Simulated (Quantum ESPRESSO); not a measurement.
RbCl is taken in the cubic space group Pm-3m (No. 221), the CsCl type structure, Pearson symbol cP2. Conventional cell: a = b = c = 3.886 Å, α = β = γ = 90.00°. Cl on 1b sees 8 Rb at 3.365 Å (cubic). Rb on 1a is surrounded by 8 Cl at 3.365 Å (cubic). (Neighbours: up to the widest gap in distance over summed covalent radii, below 1.35, at either atom; cation-cation contacts left out.)

Cell and atoms were relaxed with PBEsol from Materials Project entry mp-23299, within its symmetry.

Question: What does norm-conserving PBEsol (Quantum ESPRESSO, 58 Ry, with spin-orbit coupling) give for the electronic structure near the Fermi level?

Answer: The PBEsol gap is indirect, 4.94 eV, from M to Γ; the smallest direct gap is 4.98 eV. 

This is not the ordinary phase of the substance.
